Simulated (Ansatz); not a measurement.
LiCl (rock salt)

```
LiCl
1.0
    0.00000     2.57520     2.57520
    2.57520     0.00000     2.57520
    2.57520     2.57520     0.00000
Cl Li
1 1
Direct
  0.00000   0.00000   0.00000
  0.50000   0.50000   0.50000
```

In this cell atom 1 (Cl, nearest neighbour Li at 2.575 Å; its periodic images, 3.6 Å or more away, move with it) is moved by s along Cartesian z, unit vector (0.000, 0.000, 1.000); all other atoms and the cell stay fixed.

All values below come from PBE (plane waves to 420 eV, PAW, scalar-relativistic; Ansatz, an electronic-structure program). k mesh 9×9×9 (Γ-centred), Fermi-Dirac smearing 0.05 eV. E stands for the smeared free energy. LiCl was relaxed with its symmetry unable to fall. ΔE is measured from the undisplaced structure.

```tsv
s (Å)	ΔE (meV/cell)
-0.520	207.9
-0.416	101.9
-0.312	withheld
-0.208	15.9
-0.104	3.4
0.000	0.0
0.104	3.4
0.208	15.9
0.312	withheld
0.416	101.9
0.520	207.9
```

Problem. Fit an even polynomial form (powers 2, 4, 6) to the given rows and predict ΔE at s = -0.312.

Solution. Least squares on the 9 given rows: ΔE = (298.3)·s² + (1569)·s⁴ + (631.9)·s⁶, in meV/cell with s in Å; root-mean-square residual 0.02 meV/cell. At -0.312 the fit gives 44.5 meV/cell; the calculation gives 44.5 meV/cell, the same to the digits shown. The quadratic term alone would give 29.0 meV/cell.

(For displaced atoms, the force is minus the slope of the energy, and its curvature is a force constant, which sets phonon frequencies.)
